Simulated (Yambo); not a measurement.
BaS (rock salt, space group Fm-3m, No. 225), G0W0@PBEsol in Yambo with this input:

```
rim_cut
gw0
dyson
el_el_corr
HF_and_locXC
ppa
em1d
RandQpts= 1000000
RandGvec= 1 Ry
EXXRLvcs= 56.6 Ry
VXCRLvcs= 226.4 Ry
Chimod= "HARTREE"
% BndsRnXp
 1 | 148 |
%
NGsBlkXp= 10 Ry
% LongDrXp
 1.0 | 1.0 | 1.0 |
%
PPAPntXp= 27.2114 eV
% GbndRnge
 1 | 148 |
%
GTermKind= "BG"
DysSolver= "n"
ExtendOut
```

On a 4×4×4 mesh, with wavefunctions cut at 57 Ry, the gap (Γ → X) is 3.558 eV and the valence edge shifts by -1.196 eV.

Q: What happens with this change: no terminator?

A: The gap falls by 0.049 eV, to 3.509 eV; the shift of the valence edge becomes -1.116 eV. Neither run is shown to be the converged limit.

Geometry relaxed with PBEsol; primitive cell a = 4.4755 Å, b = 4.4755 Å, c = 4.4755 Å, α = 60.00°, β = 60.00°, γ = 60.00°.

A shift is the quasiparticle energy of the state minus its PBEsol energy.
